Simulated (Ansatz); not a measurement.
CaPt2 (cubic Laves (MgCu2 type), Fd-3m), the program Ansatz at the r²SCAN level (PAW), all energies at zero smearing, with the estimated change up to a 700 eV cutoff added, with one set of potentials and settings (totals compare only within such a set). Cell of 6 atoms (2 Ca, 4 Pt): -53796.654 eV.

```csv
element,reference phase,E (eV/atom)
Ca,"Fm-3m, 1 atoms in the cell",-1821.6752
Pt,"Fm-3m, 1 atoms in the cell",-12536.7848
```

Formation energy per atom, worked out: (-53796.654 − 2×(-1821.6752) − 4×(-12536.7848))/6 = -1.027 eV/atom (-99 kJ per mol of atoms), at 0 K, without zero-point energy or fitted corrections.

The workflow started from a Materials Project entry (that database holds measured and hypothetical structures alike); the Crystallography Open Database copy checked does not list it. Whether it is the stable phase at ambient conditions was not checked. The r²SCAN relaxation kept the symmetry of its start; its stability against distortions is not shown here. No spin polarisation was allowed. The references are the lowest solids computed at this level, not always the standard phases. Spin–orbit coupling is left out wherever it is not named.

Potentials: the later of the program's two PAW sets.
